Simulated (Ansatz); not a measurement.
VSi:
```yaml
crystal:
  lattice:
    - [-1.62645, 1.62645, 5.45802]
    - [1.62645, -1.62645, 5.45802]
    - [1.62645, 1.62645, -5.45802]
  atoms:
    - { symbol: V, position: [0.99837, 0.99837, 0.00000], spin: 0.2 }
    - { symbol: V, position: [0.74837, 0.24837, 0.50000], spin: 0.2 }
    - { symbol: Si, position: [0.41763, 0.41763, 0.00000] }
    - { symbol: Si, position: [0.16763, 0.66763, 0.50000] }
```

This is the PBE-relaxed structure.

**Question.** All from DFT-PBE in the program Ansatz with PAW potentials, unless another level is named. Give the electronic character.

**Answer.** metallic (no gap).

**Question.** Next, the density of states at the Fermi level?

**Answer.** 1.1 states/eV per atom (mean over ±0.08 eV).

**Question.** What about the formation energy from the elements (no fitted shifts)?

**Answer.** -0.10 eV/atom.

Space group I4_1md. A made-up cell: these elements were put on the sites of a structure type; neither database checked (COD, Materials Project) lists it. Its standing as an ambient phase is unchecked. Symmetry was held in the PBE relaxation; its stability against distortions is not shown here. The final state is ferromagnetic, the only order run, not a proven ground state. The references are the lowest solids computed at this level, not always the standard phases.

Potentials: the later of the program's two PAW sets.
